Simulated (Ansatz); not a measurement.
Nb:
```yaml
crystal:
  lattice:
    - [-1.63503, 1.63503, 1.63503]
    - [1.63503, -1.63503, 1.63503]
    - [1.63503, 1.63503, -1.63503]
  atoms:
    - { symbol: Nb, position: [0.00000, 0.00000, 0.00000] }
```

Relaxed with PBEsol.

**Question.** Which orbitals make up the states near the Fermi level in PBEsol (plane waves, PAW; program Ansatz)?

**Answer.** Within 0.5 eV of the Fermi level: Nb 4d 86 %, Nb 5s 9 %. Projections are on Löwdin-orthogonalised atomic valence shells; empty p or d shells of many metals are not among them.

**Question.** Tabulate the density of states.

**Answer.** States/eV per cell of 1 atom, in 0.25 eV bins, energy from the Fermi level.

| E (eV) | total | Nb 4d | Nb 5s | Nb 4p |
|---|---|---|---|---|
| -6.10 | 0.00 | 0.00 | 0.00 | 0.00 |
| -5.85 | 0.02 | 0.00 | 0.02 | 0.00 |
| -5.60 | 0.04 | 0.00 | 0.03 | 0.00 |
| -5.35 | 0.06 | 0.00 | 0.05 | 0.00 |
| -5.10 | 0.07 | 0.00 | 0.06 | 0.00 |
| -4.85 | 0.09 | 0.00 | 0.07 | 0.00 |
| -4.60 | 0.11 | 0.01 | 0.08 | 0.00 |
| -4.35 | 0.13 | 0.01 | 0.10 | 0.00 |
| -4.10 | 0.16 | 0.02 | 0.12 | 0.01 |
| -3.85 | 0.33 | 0.16 | 0.15 | 0.01 |
| -3.60 | 0.87 | 0.59 | 0.23 | 0.01 |
| -3.35 | 1.02 | 0.74 | 0.23 | 0.02 |
| -3.10 | 1.14 | 0.88 | 0.21 | 0.02 |
| -2.85 | 1.37 | 1.13 | 0.19 | 0.03 |
| -2.60 | 1.37 | 1.17 | 0.16 | 0.03 |
| -2.35 | 1.27 | 1.11 | 0.12 | 0.03 |
| -2.10 | 0.61 | 0.56 | 0.03 | 0.01 |
| -1.85 | 0.57 | 0.54 | 0.02 | 0.01 |
| -1.60 | 1.80 | 1.75 | 0.01 | 0.03 |
| -1.35 | 2.11 | 2.05 | 0.02 | 0.03 |
| -1.10 | 1.29 | 1.24 | 0.03 | 0.02 |
| -0.85 | 1.04 | 0.98 | 0.04 | 0.01 |
| -0.60 | 1.05 | 0.95 | 0.07 | 0.02 |
| -0.35 | 1.85 | 1.61 | 0.16 | 0.04 |
| -0.10 | 1.82 | 1.55 | 0.18 | 0.03 |
| 0.15 | 1.20 | 1.04 | 0.10 | 0.02 |
| 0.40 | 0.67 | 0.55 | 0.08 | 0.01 |
| 0.65 | 0.51 | 0.40 | 0.06 | 0.01 |
| 0.90 | 0.46 | 0.37 | 0.05 | 0.01 |
| 1.15 | 0.46 | 0.38 | 0.04 | 0.01 |
| 1.40 | 0.48 | 0.41 | 0.03 | 0.00 |
| 1.65 | 0.58 | 0.51 | 0.02 | 0.00 |
| 1.90 | 0.85 | 0.78 | 0.03 | 0.01 |
| 2.15 | 0.89 | 0.83 | 0.02 | 0.00 |
| 2.40 | 0.96 | 0.91 | 0.02 | 0.00 |
| 2.65 | 1.12 | 1.08 | 0.02 | 0.00 |
| 2.90 | 1.20 | 1.16 | 0.01 | 0.00 |
| 3.15 | 1.20 | 1.16 | 0.02 | 0.00 |
| 3.40 | 1.48 | 1.45 | 0.01 | 0.00 |
| 3.65 | 1.29 | 1.26 | 0.01 | 0.00 |
| 3.90 | 1.44 | 1.39 | 0.03 | 0.00 |
| 4.15 | 2.67 | 2.57 | 0.07 | 0.00 |
| 4.40 | 1.34 | 1.19 | 0.11 | 0.00 |
| 4.65 | 0.92 | 0.76 | 0.11 | 0.00 |

Space group Im-3m (bcc (W type)). The cell was relaxed with PBEsol under the symmetry of its start. No spin polarisation was allowed. Scalar-relativistic: spin–orbit coupling is off unless named, which matters more the heavier the elements.

Potentials: the later of the program's two PAW sets.
